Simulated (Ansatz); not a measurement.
A geometry of Pb away from equilibrium: step 2 of the relaxation of a generated cell, Pb built in the trigonal-Te structure type. All values below come from PBE (plane waves to 420 eV, PAW, scalar-relativistic; Ansatz, a quantum-chemistry and plane-wave program). Γ-centred k-mesh 8×8×5 on the run's cell (coarser than for final values), Fermi–Dirac smearing 0.05 eV. The plane waves were selected for a different cell earlier on the path.

```
CELL_PARAMETERS angstrom
      4.51776     0.00000     0.00000
     -2.25888     3.91249     0.00000
      0.00000     0.00000     6.12037
ATOMIC_POSITIONS crystal
  Pb 0.30448 0.00000 0.33333
  Pb 0.00000 0.30448 0.66667
  Pb 0.69552 0.69552 0.00000
```

**Question.** What forces act on the atoms (eV/Å)?

**Answer.** 
```tsv
atom	Fx	Fy	Fz
Pb1	0.34	0.00	0.00
Pb2	-0.17	0.29	0.00
Pb3	-0.17	-0.29	0.00
```

The path ends in Fm-3m (No. 225) (fcc (Cu type)). No spin polarisation in the result.

The run could not lose the symmetry of its start; a randomly shaken copy of 2 atoms returns to this structure.
